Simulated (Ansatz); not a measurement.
**CdPtC₆N₆: Electric field gradients**

The cell is a structure deposited in the COD whose atoms were relaxed with PBE, the cell held.

Space group Fm-3m (No. 225); a = 10.9421 Å.

| site | Wyckoff | site symmetry | x | y | z |
| --- | --- | --- | --- | --- | --- |
| Cd | 4b | m-3m | 0.5000 | 0.5000 | 0.5000 |
| Pt | 4a | m-3m | 0.0000 | 0.0000 | 0.0000 |
| C | 24e | 4m.m | 0.1833 | 0.5000 | 0.5000 |
| N | 24e | 4m.m | 0.2891 | 0.5000 | 0.5000 |

One atom of each set is listed; the run and its k-mesh use a cell of 14 atoms with edges of 7.74, 7.74, 7.74 Å.

All values are calculated (Ansatz; DFT, r2SCAN, plane waves and PAW, scalar-relativistic, 500 eV cutoff, Γ-centred 5×5×5 k-points, Fermi–Dirac smearing 0.05 eV), not measured.

V_zz is the principal component of the electric field gradient with the largest magnitude, η = (V_xx − V_yy)/V_zz and C_Q = eQV_zz/h.

14N: I = 1, Q = 20.44 mb. Quadrupole moments are those of Pyykkö's year-2017 table.

Question: What field gradients does the calculation give at each kind of site?

Answer: 

```csv
site,atoms,first shell,V_zz (10²¹ V/m²),η,C_Q (MHz)
Cd,1,6 N at 2.31 Å,0.00,–,–
Pt,1,6 C at 2.01 Å,0.00,–,–
C,6,"1 N at 1.16 Å, 1 Pt at 2.01 Å, angle 180°",-4.18,0.00,–
N,6,"1 C at 1.16 Å; also 1 Cd at 2.31 Å, 1 Pt at 3.16 Å",-6.16,0.00,-3.04
```

An axis of threefold or higher order runs through C and N, so V_zz lies along it and η is zero. Cd and Pt sit on a cubic site, where every gradient vanishes.

Cd, Pt, C have no stable isotope with a ground-state quadrupole moment in the table, so no C_Q is given.

The largest force is 0.9 eV/Å, so the atoms aren't at the calculated equilibrium and relaxing them would move these values. Without spin–orbit coupling the gradients at and beside Pt can be off by some per cent, at some sites by more. The database entry as given showed forces above 3 eV/Å or a pressure above 30 GPa, though relaxing it moves no atom far.
